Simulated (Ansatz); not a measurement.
# Data sheet: C (DFT)

C:
```
CELL_PARAMETERS angstrom
      0.00000     4.80573     4.80573
      4.80573     0.00000     4.80573
      4.80573     4.80573     0.00000
ATOMIC_POSITIONS crystal
  C  0.25000 0.25000 0.25000
  C  0.00000 0.00000 0.00000
  C  0.34146 0.34146 0.34146
  C  0.90854 0.90854 0.90854
  C  0.34146 0.34146 0.97563
  C  0.90854 0.27437 0.90854
  C  0.97563 0.34146 0.34146
  C  0.90854 0.90854 0.27437
  C  0.34146 0.97563 0.34146
  C  0.27437 0.90854 0.90854
  C  0.12116 0.88860 0.49512
  C  0.49512 0.12116 0.88860
  C  0.88860 0.49512 0.12116
  C  0.36140 0.12884 0.75488
  C  0.12884 0.75488 0.36140
  C  0.75488 0.36140 0.12884
  C  0.49512 0.49512 0.12116
  C  0.88860 0.49512 0.49512
  C  0.12116 0.49512 0.88860
  C  0.12884 0.36140 0.75488
  C  0.75488 0.12884 0.75488
  C  0.36140 0.75488 0.75488
  C  0.88860 0.12116 0.49512
  C  0.12116 0.49512 0.49512
  C  0.49512 0.88860 0.49512
  C  0.75488 0.75488 0.12884
  C  0.75488 0.36140 0.75488
  C  0.75488 0.12884 0.36140
  C  0.49512 0.49512 0.88860
  C  0.49512 0.88860 0.12116
  C  0.49512 0.12116 0.49512
  C  0.75488 0.75488 0.36140
  C  0.36140 0.75488 0.12884
  C  0.12884 0.75488 0.75488
```

Space group Fd-3m (No. 227); conventional cell a = b = c = 9.6115 Å, α = β = γ = 90.00°.

Method: DFT-r²SCAN in the program Ansatz with PAW potentials. The cell and atoms are relaxed at this level. Other levels are named where they apply.

**Cell and energy**

```json
{
 "volume_per_atom": "6.53 Å³",
 "density": "3.05 g/cm³"
}
```

**Electronic structure**

```json
{
 "band_gap": "3.96 eV (smallest direct gap 3.99 eV)",
 "valence_band_maximum": "at L",
 "conduction_band_minimum": "at Γ",
 "Electron effective mass, band 1 of 3 at the edge": "1.7 along [100], 2.3 along [110], 2.6 along [111] (mₑ)",
 "Electron effective mass, band 2 of 3 at the edge": "0.50 along [100], 0.50 along [110], 0.47 along [111] (mₑ)",
 "Electron effective mass, band 3 of 3 at the edge": "0.50 along [100], 0.46 along [110], 0.47 along [111] (mₑ)",
 "hole_effective_mass": "0.50, 0.50, 2.8 mₑ (principal values)",
 "HSE06 gap on the r²SCAN cell": "4.98 eV"
}
```

**Mechanics**

```json
{
  "Bulk modulus (Birch–Murnaghan fit)": "3860 kbar",
  "Pressure derivative B′": "3.7",
  "Elastic constants (relaxed ions, GPa)": "C11 = 975, C12 = 91.7, C44 = 443",
  "mechanical_stability": "stable (all eigenvalues of C positive)",
  "hill_bulk_and_shear_moduli": "386 and 443 GPa",
  "Young's modulus": "961 GPa",
  "Poisson's ratio": "0.09",
  "debye_temperature_from_the_elastic_constants": "2090 K"
}
```

The start of the workflow was typed in or built on a structure type. Its sites differ from those of the usual phase in this space group: another stacking or structure type. Symmetry was held in the r²SCAN relaxation; whether a distortion lowers the energy is not shown.

Potentials: the later of the program's two PAW sets.
